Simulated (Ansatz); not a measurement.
Vibrational response of FeB2

Level of theory: DFT LDA, scalar-relativistic, plane waves, PAW in Ansatz. Settings: 420 eV plane-wave cutoff, Γ-centred 18×18×16 mesh, Gaussian smearing of 0.20 eV. No spin polarisation. Phonons by linear response, acoustic sum rule imposed.

The cell, relaxed at this level:
```
CELL_PARAMETERS angstrom
3.03216 0.00000 0.00000
-1.51608 2.62592 0.00000
0.00000 0.00000 2.56267
ATOMIC_POSITIONS crystal
Fe 0.00000 0.00000 0.00000
B 0.33333 0.66667 0.50000
B 0.66667 0.33333 0.50000
```

In a metal, frequencies and elastic constants depend on the k mesh and the smearing, soft modes and shear constants most. Spin polarisation was left out, and a magnetic state may lie lower.

(1) Is this structure stable against zone-centre distortions?

(2) List the optical modes at Γ (i marks imaginary ones).

Answers

(1) Yes, at Γ: no optical mode is imaginary. Strains and other wave vectors aren't tested by this run.

(2)
```json
{"frequency (cm⁻¹)": "282", "degeneracy": "1"}
{"frequency (cm⁻¹)": "388", "degeneracy": "2"}
{"frequency (cm⁻¹)": "533", "degeneracy": "1"}
{"frequency (cm⁻¹)": "779", "degeneracy": "2"}
```